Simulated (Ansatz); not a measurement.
BP (rock salt, Fm-3m) under volume change, the program Ansatz at the PBE level (PAW), scaled uniformly.

```tsv
V (Å³/atom)	E − E(relaxed) (meV/atom)	P (GPa)
9.162	49.3	18.78
9.464	20.8	11.62
9.766	4.9	5.36
10.068	0.0	0.00
10.370	4.3	-4.45
10.672	16.4	-8.29
10.974	35.3	-11.67
```

Task: What does a third-order Birch–Murnaghan fit give for V₀, B₀ and B′?

Result: V₀ = 10.07 Å³/atom, B₀ = 163 GPa, B′ = 4.2.

A made-up cell: these elements were put on the sites of a structure type; neither database checked (COD, Materials Project) lists it. It is not the phase usual at ambient conditions (space group No. 216). The cell was relaxed with PBE under the symmetry of its start; its stability against distortions is not shown here.

Potentials: the later of the program's two PAW sets.
